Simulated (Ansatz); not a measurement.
BaGe₃Pt in space group I4mm (No. 107; Ba on 2a, Ge on 4b, Ge on 2a, Pt on 2a), plane-wave PAW PBE (Ansatz code), all energies at zero smearing, with the estimated change up to a 700 eV cutoff added, with one set of potentials and settings (totals compare only within such a set). Cell of 5 atoms (1 Ba, 3 Ge, 1 Pt): -31360.762 eV.

| element | reference phase | E (eV/atom) |
|---|---|---|
| Ba | Im-3m, 1 atoms in the cell | -5949.5401 |
| Ge | Fd-3m, 2 atoms in the cell | -4294.9847 |
| Pt | Fm-3m, 1 atoms in the cell | -12523.0127 |

Formation energy per atom, worked out: (-31360.762 − 1×(-5949.5401) − 3×(-4294.9847) − 1×(-12523.0127))/5 = -0.651 eV/atom (-63 kJ per mol of atoms), at 0 K, without zero-point energy or fitted corrections.

The workflow started from a Materials Project entry (that database holds measured and hypothetical structures alike); the Crystallography Open Database files this formula in space group No. 107, but the cells were not matched. Whether it is the stable phase at ambient conditions was not checked. The PBE relaxation kept the symmetry of its start; its stability against distortions is not shown here. The run is not spin-polarised. The references are the lowest solids computed at this level, not always the standard phases. Scalar-relativistic: spin–orbit coupling is off unless named, which matters more the heavier the elements.

Potentials: the later of the program's two PAW sets.
